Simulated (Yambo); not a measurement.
Yambo run on CsCaF₃ (cubic perovskite, space group Pm-3m, No. 221). The wavefunctions come from this Quantum ESPRESSO step (PBEsol, PseudoDojo standard norm-conserving files, fully relativistic):

```
&CONTROL
  calculation = 'nscf'
  pseudo_dir = './pseudo'
  outdir = './out'
/
&SYSTEM
  ibrav = 0
  nat = 5
  ntyp = 3
  ecutwfc = 84.0
  ecutrho = 336.0
  occupations = 'fixed'
  force_symmorphic = .true.
  nbnd = 275
  noncolin = .true.
  lspinorb = .true.
/
&ELECTRONS
  conv_thr = 5e-09
  diago_full_acc = .true.
  diago_thr_init = 1e-08
/
ATOMIC_SPECIES
F 18.9984 F.upf
Ca 40.0780 Ca.upf
Cs 132.9055 Cs.upf
CELL_PARAMETERS angstrom
  4.520530000000   0.000000000000   0.000000000000
  0.000000000000   4.520530000000   0.000000000000
  0.000000000000   0.000000000000   4.520530000000
ATOMIC_POSITIONS crystal
F   0.000000000000   0.500000000000   0.500000000000
F   0.500000000000   0.000000000000   0.500000000000
F   0.500000000000   0.500000000000   0.000000000000
Ca   0.500000000000   0.500000000000   0.500000000000
Cs   0.000000000000   0.000000000000   0.000000000000
K_POINTS automatic
2 2 2 0 0 0
```

Yambo input:

```
rim_cut
gw0
dyson
el_el_corr
HF_and_locXC
ppa
em1d
RandQpts= 1000000
RandGvec= 1 Ry
EXXRLvcs= 84 Ry
VXCRLvcs= 336 Ry
Chimod= "HARTREE"
% BndsRnXp
 1 | 272 |
%
NGsBlkXp= 7 Ry
% LongDrXp
 1.0 | 1.0 | 1.0 |
%
PPAPntXp= 27.2114 eV
% GbndRnge
 1 | 272 |
%
GTermKind= "BG"
DysSolver= "n"
ExtendOut
% QPkrange
 1 | 1 | 38 | 42 |
 2 | 2 | 40 | 41 |
 3 | 3 | 40 | 41 |
 4 | 4 | 40 | 41 |
%
```

k points by index: 1 = Γ, 2 = X, 3 = M, 4 = R.

Table of the .qp output:

```
#    K-point    Band    Eo [eV]    E [eV]    E-Eo [eV]    Vxc [eV]    Vnlxc [eV]    Sc|Eo [eV]    Sc|E [eV]    dSc/dw|Eo [eV]    Re(Z)    Im(Z)
#
    1    38    -0.56645E-13    -2.171248    -2.171248    -21.68766    -29.09552    4.724481    5.236614    -6.417952    0.809155    -0.001139
    1    39    0.000000    -2.170519    -2.170519    -21.68766    -29.09553    4.725394    5.237353    -6.417927    0.809155    -0.001139
    1    40    0.000000    -2.172104    -2.172104    -21.68766    -29.09555    4.723460    5.235788    -6.417862    0.809157    -0.001141
    1    41    6.969821    8.079925    1.110103    -8.999293    -4.488401    -3.256266    -3.400789    -3.542371    0.884814    -0.697560E-3
    1    42    6.969821    8.079925    1.110103    -8.999293    -4.488401    -3.256266    -3.400789    -3.542371    0.884814    -0.697560E-3
    2    40    -0.259773    -2.470855    -2.211081    -22.00918    -29.69401    4.942879    5.473746    -6.532864    0.806399    -0.001171
    2    41    8.616347    9.878167    1.261819    -9.986712    -5.481118    -3.068307    -3.243774    -3.783774    0.877923    -0.728847E-3
    3    40    -0.038418    -2.245502    -2.207083    -21.96657    -29.67338    4.963696    5.499735    -6.608442    0.804597    -0.001187
    3    41    8.677409    10.18661    1.509199    -10.73340    -5.783425    -3.227352    -3.440774    -3.847862    0.876111    -0.779959E-3
    4    40    -0.017697    -2.213752    -2.196055    -21.99902    -29.70865    4.980708    5.513573    -6.602306    0.804743    -0.001174
    4    41    8.835490    10.12166    1.286167    -9.224737    -4.529467    -3.234597    -3.409103    -3.691807    0.880536    -0.716043E-3
```
(The two width columns are left out.) Convergence of these settings isn't established.

Geometry of the Materials Project entry, not relaxed at this level.

The structure is a Materials Project entry; no match was found in the copy of COD used, and its stability was not checked.
